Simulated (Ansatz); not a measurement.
Data:

Nb$_{3}$Sn:
Space group Pm-3n (No. 223); a = 5.259 Å, b = 5.259 Å, c = 5.259 Å, α = 90.00°, β = 90.00°, γ = 90.00°

| atom | site | symmetry | x | y | z |
|---|---|---|---|---|---|
| Nb | 6c | -4m.2 | 0.0000 | 0.5000 | 0.2500 |
| Sn | 2a | m-3. | 0.0000 | 0.0000 | 0.0000 |

This is the PBEsol-relaxed structure.

Q: All from plane-wave PAW PBEsol (Ansatz code), unless another level is named. Give the formation energy from the elements (no fitted shifts).

A: -0.21 eV/atom.

Q: Predict the density of states at the Fermi level.

A: 2.1 states/eV per atom (mean over ±0.08 eV).

Q: And the gap with spin–orbit coupling?

A: none (metallic).

The PBEsol relaxation kept the symmetry of its start; of distortions, only those at the zone centre were tested. No spin polarisation was allowed. The references are the lowest solids computed at this level, not always the standard phases. Scalar-relativistic: spin–orbit coupling is off unless named, which matters more the heavier the elements.

Potentials: the later of the program's two PAW sets.
